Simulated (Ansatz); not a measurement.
Ba₂NaReO₆:
```yaml
crystal:
  lattice:
    - [0.00000, 4.12322, 4.12322]
    - [4.12322, 0.00000, 4.12322]
    - [4.12322, 4.12322, 0.00000]
  atoms:
    - { symbol: Na, position: [0.00000, 0.00000, 0.00000] }
    - { symbol: Ba, position: [0.75000, 0.75000, 0.75000] }
    - { symbol: Ba, position: [0.25000, 0.25000, 0.25000] }
    - { symbol: Re, position: [0.50000, 0.50000, 0.50000] }
    - { symbol: O, position: [0.72741, 0.72741, 0.27259] }
    - { symbol: O, position: [0.27259, 0.27259, 0.72741] }
    - { symbol: O, position: [0.27259, 0.72741, 0.72741] }
    - { symbol: O, position: [0.72741, 0.27259, 0.27259] }
    - { symbol: O, position: [0.72741, 0.27259, 0.72741] }
    - { symbol: O, position: [0.27259, 0.72741, 0.27259] }
```

This is the PBEsol-relaxed structure.

Task: All from PBEsol (plane waves, PAW; program Ansatz), unless another level is named. Give the electron effective mass.

Result: 0.77, 0.77, 1.7 mₑ (principal values).

Task: Give the hole effective mass with spin–orbit coupling, band 2 of 2 at the edge.

Result: 2.0 along [100], 2.3 along [110], 2.5 along [111] (mₑ).

Task: Predict the formation energy from the elements (no fitted shifts).

Result: -2.35 eV/atom.

Task: Predict the conduction-band minimum.

Result: at X (3 equivalent valleys).

Space group Fm-3m. The workflow started from a Materials Project entry (that database holds measured and hypothetical structures alike); the Crystallography Open Database files this formula in space group No. 225, but the cells were not matched. Its standing as an ambient phase is unchecked. The cell was relaxed with PBEsol under the symmetry of its start; whether a distortion lowers the energy is not shown. The run is not spin-polarised. The references are the lowest solids computed at this level, not always the standard phases (solids in place of the gases). Scalar-relativistic: spin–orbit coupling is off unless named, which matters more the heavier the elements.

Potentials: the later of the program's two PAW sets.

Edges and masses are those of Kohn–Sham bands, whose gap is no quasiparticle gap.
